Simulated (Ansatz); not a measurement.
Simulated powder pattern, Ag Kα, λ = 0.560885 Å (kinematic, ideal powder, no thermal factors, no anomalous dispersion; the 30 strongest lines at most, above 1 %, up to 2θ = 30°):

```
2θ (°)  I/Imax (%)
------  ----------
14.28           33
18.37          100
24.86          3.9
27.26           23
27.47           22
28.79           21
```

The pattern belongs to a structure relaxed with plane-wave PAW PBE (Ansatz code).

Problem. Pick the material that matches.
(A) V, diamond
(B) CuO, Cccm (Cu on 4e, O on 4a)
(C) C, P6_222 (C on 3c)
(D) AlP, P6_222 (Al on 3d, P on 3c)

Solution. C, C, P6_222 (C on 3c)

Problem. Give the lattice parameters.

Solution. a = 2.606 Å, c = 2.801 Å.

The start of the workflow was typed in or built on a structure type; neither database checked (COD, Materials Project) lists it. It is not the phase usual at ambient conditions (space group No. 194, 227). Symmetry was held in the PBE relaxation; whether a distortion lowers the energy is not shown.

Potentials: the earlier of the program's two PAW sets.
